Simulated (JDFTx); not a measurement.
Reference run:

```yaml
surface: Ag(111)
bulk: Ag, Fm-3m, lattice of mp-124 (not re-optimised)
slab: 4 atoms in 4 planes, 1x1, 7.1 Å between the outermost planes
in-plane cell: 2.902 × 2.902 Å, 7.29 Å²
cell_height: 23.1 Å
sampling: 8×8×1 k mesh, Fermi smearing 0.01 Ha, no spin polarisation
```

Reference level: PBE, GBRV ultrasoft potentials, plane waves to 20/100 Ha, in JDFTx (a modified build). Unrelaxed; liquid: linear PCM (GLSSA13), water, 1 M NaCl. Potentials refer to SHE, placed 4.44 V below the bulk liquid's zero by convention. LDA and PBEsol take their own potentials, PW91 and RPBE those of PBE; the lattice is kept.

```json
[
 {"functional": "LDA", "work function (eV)": "4.95", "U_pzc (V)": "0.26", "mean C above U_pzc (μF/cm²)": "16 over 0.5 V", "k states × plane waves": "10 × 4858", "cycles, vacuum run": "17", "rough core time, vacuum run": "2 min"},
 {"functional": "PBE", "work function (eV)": "4.52", "U_pzc (V)": "-0.18", "mean C above U_pzc (μF/cm²)": "17 over 0.5 V", "k states × plane waves": "10 × 4858", "cycles, vacuum run": "18", "rough core time, vacuum run": "3 min"},
 {"functional": "PBEsol", "work function (eV)": "4.66", "U_pzc (V)": "-0.04", "mean C above U_pzc (μF/cm²)": "18 over 0.5 V", "k states × plane waves": "10 × 4858", "cycles, vacuum run": "17", "rough core time, vacuum run": "2 min"},
 {"functional": "PW91", "work function (eV)": "(withheld)", "U_pzc (V)": "(withheld)", "mean C above U_pzc (μF/cm²)": "17 over 0.5 V", "k states × plane waves": "10 × 4858", "cycles, vacuum run": "18", "rough core time, vacuum run": "3 min"},
 {"functional": "RPBE", "work function (eV)": "4.32", "U_pzc (V)": "-0.40", "mean C above U_pzc (μF/cm²)": "18 over 0.5 V", "k states × plane waves": "10 × 4858", "cycles, vacuum run": "18", "rough core time, vacuum run": "3 min"}
]
```

Question: Some entries are withheld; supply them.

Answer: 
- PW91, work function (eV): 4.57
- PW91, U_pzc (V): -0.14

Core times come from shared machines and are rough, one run each.
